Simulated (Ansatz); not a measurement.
Does this entry for KCdCO3F lie near equilibrium?

The cell is a measured structure from the Crystallography Open Database (COD), taken as it stands.

Space group P-6m2 (No. 187); a = 5.1324, c = 4.4324 Å, γ = 120.00°.

```
site  Wyckoff  site symmetry       x       y       z
   K       1a           -6m2  0.0000  0.0000  0.0000
  Cd       1f           -6m2  0.6667  0.3333  0.5000
   C       1d           -6m2  0.3333  0.6667  0.5000
   O       3k            mm2  0.1925  0.3850  0.5000
   F       1e           -6m2  0.6667  0.3333  0.0000
```

One atom of each set is listed.

Computed with Ansatz: DFT, PBE, plane waves and PAW, scalar-relativistic, 420 eV cutoff, Γ-centred 5×5×5 k-points, Fermi–Dirac smearing 0.02 eV.

Question: Do the atoms and the cell lie near the calculated equilibrium?

Answer: No. The largest force is 3.1 eV/Å, on atom 5 (O: 1 C at 1.25 Å; also 2 Cd at 2.58 Å, 2 K at 2.80 Å), and the pressure is 6.1 GPa. Such values can come from imprecise or misplaced coordinates, missing atoms or a wrong setting of the space group; the run alone doesn't tell which, and gradients calculated on this entry can't be taken for those of the compound at ambient conditions.
